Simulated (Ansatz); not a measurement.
Relaxed-ion elastic tensor of Fe (bcc (W type), Im-3m) in GPa (Voigt order), PBEsol in the plane-wave PAW code Ansatz; density 8.58 g/cm³, 10.81 Å³ per atom.

```
325  176  176  0.0  0.0  0.0
176  325  176  0.0  0.0  0.0
176  176  325  0.0  0.0  0.0
0.0  0.0  0.0  137  0.0  0.0
0.0  0.0  0.0  0.0  137  0.0
0.0  0.0  0.0  0.0  0.0  137
```

Q: Is the crystal mechanically stable?

A: Yes: the smallest eigenvalue of C is 137 GPa.

Q: Work out the Voigt, Reuss and Hill averages.

A: K_V = 226, K_R = 226, K_H = 226; G_V = 112, G_R = 102, G_H = 107 GPa.

Q: Give Young's modulus, Poisson's ratio, Pugh's ratio and the universal anisotropy index.

A: E = 9KG/(3K + G) = 278 GPa; ν = 0.30; K/G = 2.11 (ductile by the Pugh limit of 1.75); A_U = 5G_V/G_R + K_V/K_R − 6 = 0.46.

Q: Estimate the sound speeds and the Debye temperature.

A: v_l = √((K + 4G/3)/ρ) = 6560 m/s, v_t = √(G/ρ) = 3530 m/s, mean 3950 m/s; Θ = (h/k)(3n/4πV)^(1/3) v_m = 531 K.

Q: Give the Zener ratio and Young's modulus along [100], [110] and [111].

A: A = 2C44/(C11 − C12) = 1.84; 1/E = S11 − 2(S11 − S12 − S44/2)Γ with Γ = 0, 1/4, 1/3 gives 201, 291, 342 GPa.

Q: Solve the Christoffel equation for the three sound speeds along [100], [110], [111].

A: Eigenvalues of C_ijkl n_j n_l equal ρv². In km/s, slowest first: [100] 4.00, 4.00, 6.15; [110] 2.94, 4.00, 6.72; [111] 3.33, 3.33, 6.90.

Symmetry was held in the PBEsol relaxation. The final state is ferromagnetic, chosen from 3 collinear starts compared on coarse meshes (ties went to the first, and starts can fall back to one state), not a proven ground state. Textbook magnetic order: ferromagnetic. As this level gives no gap, shear constants depend on the k-mesh and smearing (Fermi–Dirac, 0.1 eV here). On the denser mesh and wider smearing of the elastic run this cell carries a stress of 0.4 GPa.

Potentials: the later of the program's two PAW sets.
